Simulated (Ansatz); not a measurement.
Relaxed-ion elastic tensor of AlN (rock salt, Fm-3m) in GPa (Voigt order), plane-wave PAW LDA (Ansatz code); density 4.22 g/cm³, 8.07 Å³ per atom.

```
482  175  175  0.0  0.0  0.0
175  482  175  0.0  0.0  0.0
175  175  482  0.0  0.0  0.0
0.0  0.0  0.0  326  0.0  0.0
0.0  0.0  0.0  0.0  326  0.0
0.0  0.0  0.0  0.0  0.0  326
```

Q: Is the crystal mechanically stable?

A: Yes: the smallest eigenvalue of C is 307 GPa.

Q: Work out the Voigt, Reuss and Hill averages.

A: K_V = 277, K_R = 277, K_H = 277; G_V = 257, G_R = 225, G_H = 241 GPa.

Q: Give Young's modulus, Poisson's ratio, Pugh's ratio and the universal anisotropy index.

A: E = 9KG/(3K + G) = 561 GPa; ν = 0.16; K/G = 1.15 (brittle by the Pugh limit of 1.75); A_U = 5G_V/G_R + K_V/K_R − 6 = 0.72.

Q: Estimate the sound speeds and the Debye temperature.

A: v_l = √((K + 4G/3)/ρ) = 11900 m/s, v_t = √(G/ρ) = 7560 m/s, mean 8310 m/s; Θ = (h/k)(3n/4πV)^(1/3) v_m = 1230 K.

Q: Give the Zener ratio and Young's modulus along [100], [110] and [111].

A: A = 2C44/(C11 − C12) = 2.13; 1/E = S11 − 2(S11 − S12 − S44/2)Γ with Γ = 0, 1/4, 1/3 gives 389, 585, 703 GPa.

This is a known high-pressure phase of the composition, computed here at zero pressure and temperature. Symmetry was held in the LDA relaxation; phonons on a q-mesh show no instability.

Potentials: the later of the program's two PAW sets.
